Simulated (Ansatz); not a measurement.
The relaxed structure here is a generated cell of BP: the first start was made by placing the elements on the sites of a structure type, and the end was not matched to a known phase here, so it may be hypothetical. Known forms of BP include space group No. 216.

A relaxed structure of BP. Space group R3m (No. 160). Method: PBE (plane waves to 420 eV, PAW, scalar-relativistic; Ansatz, an electronic-structure program).

```xyz
6
Lattice="4.4629 2.5767 1.0514 -4.4629 2.5767 1.0514 0.0000 -5.1533 1.0514" Properties=species:S:1:pos:R:3 pbc="T T T"
B     -2.7689    -1.5986     1.4597
B      2.7689    -1.5986     1.4597
B      0.0000     3.1973     1.4597
P      2.7840     1.6073     0.7622
P     -2.7840     1.6073     0.7622
P      0.0000    -3.2147     0.7622
```

| Quantity | Value |
|---|---|
| Volume per atom | 12.09 Å³ |
| Band gap | no gap (metallic) |
| Shortest distances | B–P 1.89 Å; B–B 2.98 Å; P–P 2.99 Å |
| k-mesh | 11×11×11 |

Band energies at high-symmetry points (eV from the Fermi level; labels of this space group; no spin-orbit coupling), from −5 eV up to 4.0 eV:

| point | energies |
|---|---|
| Γ | -2.18 -2.18 -0.10 -0.10 0.20 1.65 2.74 2.74 |
| L | -3.98 -3.79 -3.44 -1.61 1.20 1.69 3.14 |
| T | -4.21 -4.21 -3.85 -2.59 -2.59 -1.57 -0.44 2.88 2.88 |
| P0 | -4.87 -4.54 -4.54 -4.45 -2.97 -2.97 2.20 2.55 2.55 3.89 |
| P2 | -4.87 -4.54 -4.54 -4.45 -2.97 -2.97 2.20 2.55 2.55 3.89 |
| F | -4.92 -4.85 -3.60 -3.53 -2.53 -2.00 -1.77 -0.59 2.83 2.87 3.55 |

No spin polarisation in the result.

The run could not lose the symmetry of its start: the end is stationary, and may be a saddle point rather than a minimum.
